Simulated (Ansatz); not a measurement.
YMgAg in space group P-62m (No. 189; Y on 3g, Ag on 2c, Ag on 1b, Mg on 3f) at seven volumes, DFT-r²SCAN in the program Ansatz with PAW potentials, shape and atoms relaxed at each. One row is withheld.

```csv
V (Å³/atom),P (GPa)
21.366,7.09
22.070,?
22.775,2.01
23.479,0.00
24.183,-1.72
24.888,-3.19
25.592,-4.45
```

Q: Fit the shown pressures and predict the withheld one.

A: P = (3/2)B₀(x^(7/2) − x^(5/2))[1 + (3/4)(B′ − 4)(x − 1)] with x = (V₀/V)^(2/3). Least squares on the six rows gives V₀ = 23.479 Å³/atom, B₀ = 61.8 GPa, B′ = 4.15. At V = 22.070, x = 1.0421 and P = 4.35 GPa. The run itself gave 4.35 GPa.

The workflow started from an entry of the Crystallography Open Database (COD). Whether it is the stable phase at ambient conditions was not checked. The cell was relaxed with r²SCAN under the symmetry of its start; whether a distortion lowers the energy is not shown. No spin polarisation was allowed.

Potentials: the later of the program's two PAW sets.
